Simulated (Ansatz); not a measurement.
Two-dimensional strain map in ScF3

Computed with DFT r2SCAN, scalar-relativistic, plane waves, PAW in Ansatz 0.2.0. Settings: plane waves to 500 eV, k-mesh 6×6×6 (Γ-centred), Gaussian smearing 0.05 eV. No spin polarisation. Energies are free energies at this smearing, counted from the undisturbed cell; pressure is positive in compression.

The starting cell (as given, not relaxed at this level; it stands at 1.4 GPa):

```xyz
4
Lattice="4.0125 0.0000 0.0000 0.0000 4.0125 0.0000 0.0000 0.0000 4.0125" Properties=species:S:1:pos:R:3 pbc="T T T"
Sc    0.0000    0.0000    0.0000
F     2.0062    0.0000    0.0000
F     0.0000    2.0062    0.0000
F     0.0000    0.0000    2.0062
```

The cell is strained by p along both x and y and by q along z, fractional coordinates fixed. Points are written (p, q).

Energy above the undisturbed cell in meV/atom (a dash: not computed):

| p \ q | -0.080 | -0.040 | 0.000 | 0.040 | 0.080 |
| --- | --- | --- | --- | --- | --- |
| -0.080 | 430.0 | 316.2 | 270.5 | 271.3 | 303.2 |
| -0.040 | 207.0 | 102.4 | 64.8 | 72.2 | ? |
| 0.000 | 127.3 | ? | 0.0 | 13.7 | 56.7 |
| 0.040 | 144.5 | ? | 30.2 | 49.5 | 97.3 |
| 0.080 | 226.8 | 142.4 | 123.3 | 147.4 | ? |

Fill in the withheld energies.

(-0.040, 0.080): 109.9; (0.000, -0.040): 30.6; (0.040, -0.040): 54.6; (0.080, 0.080): 199.7.